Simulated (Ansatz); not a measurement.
Data:

SiRh:
```
CELL_PARAMETERS angstrom
      5.25340     0.00000     0.00000
     -2.62670     4.54958     0.00000
      0.00000     0.00000     3.80592
ATOMIC_POSITIONS crystal
  Rh 0.50000 0.00000 0.00000
  Rh 0.50000 0.50000 0.00000
  Rh 0.00000 0.50000 0.00000
  Si 0.00000 0.00000 0.00000
  Si 0.33333 0.66667 0.50000
  Si 0.66667 0.33333 0.50000
```

This is the PBEsol-relaxed structure.

All from PBEsol in the plane-wave PAW code Ansatz, unless another level is named. Estimate the electronic character.

metallic (no gap).

Next, the density of states at the Fermi level?

0.28 states/eV per atom (mean over ±0.08 eV).

Give the formation energy from the elements (no fitted shifts).

-0.55 eV/atom.

Space group P6/mmm. A made-up cell: these elements were put on the sites of a structure type; neither database checked (COD, Materials Project) lists it. COD files the formula under space group No. 14, so this cell is another polymorph or a model. Whether it is the stable phase at ambient conditions was not checked. The cell was relaxed with PBEsol under the symmetry of its start. At this level the phase is dynamically unstable (imaginary phonons). No spin polarisation was allowed. The references are the lowest solids computed at this level, not always the standard phases. Spin–orbit coupling is left out wherever it is not named.

Potentials: the later of the program's two PAW sets.
